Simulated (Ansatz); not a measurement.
# Ionic part of the dielectric constant of Al3GaN4 at 3 GPa, mode by mode

These are results of DFT LDA, scalar-relativistic, plane waves, PAW (Ansatz 0.2.0), not measurements. Settings: 420 eV plane-wave cutoff, Γ-centred 6×6×6 mesh, fixed occupations. No spin polarisation. Phonons by linear response, acoustic sum rule imposed.

The structure is cubic, space group P-43m (No. 215). The conventional cell has a = 4.350 Å, b = 4.350 Å, c = 4.350 Å, α = 90.00°, β = 90.00°, γ = 90.00°. Al (site symmetry -42m) has 4 N at 1.87 Å as nearest neighbours. Ga (site symmetry -43m) is surrounded by 4 N at 1.92 Å. N (site symmetry 3m) is surrounded by 3 Al at 1.87 Å and 1 Ga at 1.92 Å.

The primitive cell has V = 82.31 Å³ and ε∞,xx = 4.773. Each polar mode adds Δε = (4.92064×10⁷/V)·S/ν² along x, with S its oscillator strength in e²/amu, ν in cm⁻¹ and V in Å³.

**Question.** From these modes, find each Δε and ε0,xx.
| ν (cm⁻¹) | S_xx (e²/amu) |
| --- | --- |
| 248.8 | 0.00671 |
| 535.1 | 0.1097 |
| 635.3 | 1.231 |
| 688.3 | 1.333 |

**Answer.**
```tsv
ν (cm⁻¹)	Δε
248.8	0.06
535.1	0.23
635.3	1.82
688.3	1.68
```

The sum is 3.799, so ε0,xx = 8.57; the run's tensor has 8.57.

**Question.** Where do the longitudinal modes lie for a wave vector along x?

**Answer.** At 250, 539, 659, 880 cm⁻¹. The Lyddane–Sachs–Teller product Π(ν_LO/ν_TO)² = 1.80 matches ε0/ε∞ = 1.80.

Whether Al3GaN4 exists in this form wasn't checked.

Cost: 1 run of about 2.8 core-minutes, on Oxide Virtual Turin-like Processor (Zen 5) (shared hosts).